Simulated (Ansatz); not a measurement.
ZrFe2 (cubic Laves (MgCu2 type), Fd-3m), plane-wave PAW PBE (Ansatz code), all energies at zero smearing, with the estimated change up to a 700 eV cutoff added, with one set of potentials and settings (totals compare only within such a set). Cell of 6 atoms (2 Zr, 4 Fe): -26291.404 eV.

| element | reference phase | E (eV/atom) |
|---|---|---|
| Zr | P6_3/mmc, 2 atoms in the cell | -4183.8362 |
| Fe | Im-3m, 1 atoms in the cell, spin-polarised | -4480.4888 |

Formation energy per atom, worked out: (-26291.404 − 2×(-4183.8362) − 4×(-4480.4888))/6 = -0.296 eV/atom (-29 kJ per mol of atoms), at 0 K, without zero-point energy or fitted corrections.

The first step of the workflow began from a Materials Project structure, measured or hypothetical; the Crystallography Open Database files this formula in space group No. 227, but the cells were not matched. Whether it is the stable phase at ambient conditions was not checked. The PBE relaxation kept the symmetry of its start, as lowered by the spin order; whether a distortion lowers the energy is not shown. Spin order of the final state: ferrimagnetic, chosen from 5 collinear starts compared on coarse meshes (ties went to the first, and starts can fall back to one state), not a proven ground state. The references are the lowest solids computed at this level, not always the standard phases.

Potentials: the later of the program's two PAW sets.
